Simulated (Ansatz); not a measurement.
A crystal relaxed with r2SCAN in Ansatz has space group I-42m (No. 121) and a = 5.388 Å, c = 10.614 Å.

```
atom  site       x       y       z
  Xx    2a  0.0000  0.0000  0.0000
  Ga    8i  0.2879  0.2879  0.3879
  As    4d  0.5000  0.0000  0.2500
  As    2b  0.5000  0.5000  0.0000
```

r2SCAN gives an indirect gap of 0.52 eV, from k = (-0.021, 0.016, -0.016) to Γ; the least direct gap is 0.53 eV at Γ. Least and direct gap differ so little that the kind isn't settled. HSE06 gives an indirect gap of 0.93 eV, from k = (-0.021, 0.016, -0.016) to Γ; the least direct gap is 0.94 eV at Γ. Least and direct gap differ so little that the kind isn't settled. Meshes: r2SCAN 6×6×6, HSE06 4×4×4.

Question: Which element is Xx?
A. Bi
B. P
C. Sb
D. N

Answer: D. Xx is N: Ga4As3N, ordered on the zincblende lattice (I-42m) with 8 atoms a cell. N has 4 Ga at 2.01 Å; Ga has 1 N at 2.01 Å and 3 As at 2.42–2.50 Å; As has 4 Ga at 2.42 Å; As has 4 Ga at 2.50 Å.

The cell comes from a prototype generator: it can be a known phase or a hypothetical one. Spin polarisation is off.

Spin-orbit coupling is left out.

Where an edge lies off the special points, it is a point of the mesh or the k point where a search put PBE's edge or least direct gap, reused for the other functionals, whose own edges may lie a little apart.

Coordinates of k points refer to the reciprocal vectors of the primitive cell of the runs.

The meshes of the hybrids are coarse, so their gaps aren't converged to the digits shown.
